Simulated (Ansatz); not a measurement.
Ga (α-Ga) was relaxed and computed twice in Ansatz (plane waves, PAW), once with LDA and once with PBE+D3(BJ).

```json
[
 {"": "cell", "run 1": "a = 4.4239 Å, b = 7.4930 Å, c = 4.4338 Å, α = β = γ = 90.00°", "run 2": "a = 4.508 Å, b = 7.636 Å, c = 4.509 Å, α = 90.00°, β = 90.00°, γ = 90.00°"}
]
```

Problem. Which run used which functional?

Solution. Run 1 is LDA, run 2 is PBE+D3(BJ).

All cells were relaxed under the symmetry of their starts (and spin orders); stability against distortions was not tested throughout. Scalar-relativistic: spin–orbit coupling is off unless named, which matters more the heavier the elements.

Potentials: the earlier of the program's two PAW sets.

Ansatz (a program for electronic structure) is a plane-wave DFT program.
